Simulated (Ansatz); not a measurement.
A scan (energy against volume; even scaling of the relaxed cell, symmetry kept) gave these values. Computed with PBEsol (plane waves to 420 eV, PAW, scalar-relativistic; Ansatz, a first-principles code).

| Item | Value |
|---|---|
| Bulk modulus B₀ (third-order Birch-Murnaghan fit) | 25.0 GPa |
| Pressure derivative B₀′ (fit) | 4.7 |
| Equilibrium volume of the fit | 35.48 Å³/atom |

Q: Of these crystals, all scanned alike, which one is it?
A) CsPbCl₃ (cubic perovskite)
B) CuI (zinc blende)
C) Ag (fcc, Cu type)
D) TaN (rock salt)

A: A, CsPbCl₃ (cubic perovskite). The others have, for the bulk modulus: CuI 49.4 GPa, Ag 119 GPa, TaN 357 GPa

All were relaxed with their symmetry unable to fall. CuI is run without spin polarisation. Spin-orbit coupling is left out. TaN is run without spin polarisation. The PAW data are Ansatz's earlier set. This is a high-temperature form of CsPbCl3. This is a high-temperature form of TaN.

(Under strain, the slope of the energy per volume gives the stress and its curvature an elastic modulus.)
